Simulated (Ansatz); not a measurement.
AlN (wurtzite), relaxed and computed with several functionals in Ansatz (plane waves, PAW).

| functional | a (Å) | c (Å) | V (Å³/atom) | gap (eV) | B₀ by P(V) fit (GPa) |
|---|---|---|---|---|---|
| r²SCAN | 3.107 | 4.979 | 10.40 | 4.88 | 210 |
| PBE | 3.130 | 5.018 | 10.65 | 4.03 | 192 |
| HSE06 | 3.105 | 4.969 | 10.37 | 5.62 | 212 |

All cells were relaxed under the symmetry of their starts (and spin orders); stability against distortions was not tested throughout.

Potentials: the later of the program's two PAW sets.

Ansatz (an electronic-structure program) is a plane-wave DFT program.
